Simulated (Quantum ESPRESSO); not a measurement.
# Planted mistakes on one cell of TaHf2O5F3

The results below are calculated, not measured. They come from pw.x of Quantum ESPRESSO 7.5, a plane-wave density functional program, with PseudoDojo standard norm-conserving files (v0.5 for PBE, v0.4.1 for LDA and PBEsol). The cells are made up: elements, strain and atom displacements were drawn at random, and nothing was relaxed. There is no spin polarisation, spin-orbit coupling or dispersion term.

The hafnium file is less sure than the others, with forces about 3 percent (worst 6) and pressure in oxides about 1.5 GPa (worst 2.7) from a second method in checks, which no rerun with the same files tests.

The cell has 12 sites of a fluorite lattice. Sites 1 to 4 hold Ta empty Hf Hf; sites 5 to 12 hold O O O O F F F O. Cell vectors in Å: (5.167, -0.024, -0.012); (-0.024, 5.089, 0.015); (-0.012, 0.015, 5.230). Settings: PBE, cutoff 1143 eV, 4 x 4 x 4 k mesh shifted by half a step, Fermi-Dirac smearing of 0.025 eV.

The intended run has a self-consistency threshold of 1e-07 eV, a smearing term of 0.000 eV, a pressure of -16.40 GPa and 16 iterations. Each further run changes one thing: atoms of sites 1 and 3 exchanged; cutoff 714 eV; k mesh 2 x 2 x 2; one electron added; smearing 0.49 eV; threshold 0.2 eV. A coarse mesh keeps the shift, and a charged cell sits in a uniform background.

```
run  change of free energy (eV)  smearing term -TS (eV)  change of P (GPa)  largest change of a force component (eV/Å)  iterations
  A                      -0.167                   0.000              -0.31                                       0.098          16
  B                       0.054                   0.000              -2.43                                       0.214           6
  C                      11.102                  -0.021              20.03                                       1.248          17
  D                       0.380                   0.000               0.34                                       2.493          17
  E                       4.347                   0.000             -28.37                                       0.062          16
  F                      -0.391                  -1.265               1.41                                       1.001          15
```

A rerun of the intended cell at 1437 eV and k mesh 6 x 6 x 6 moved values by no more than 0.003 eV in the cell's energy, 0.04 GPa in stress and 0.004 eV/Å in force.

Question: which change belongs to which run?

## Worked reading

Run B has the fewest iterations, as a run stopped early does. Run F has the largest smearing term, as wide smearing gives. Run E has a higher energy and the largest fall in pressure, as too small a basis gives. Energies from files of another functional, or of a charged cell, have another zero and say nothing on stability; the pressure of a charged cell rests on the program's zero of potential too.

## Key

| run | change |
| --- | --- |
| A | k mesh 2 x 2 x 2 |
| B | threshold 0.2 eV |
| C | one electron added |
| D | atoms of sites 1 and 3 exchanged |
| E | cutoff 714 eV |
| F | smearing 0.49 eV |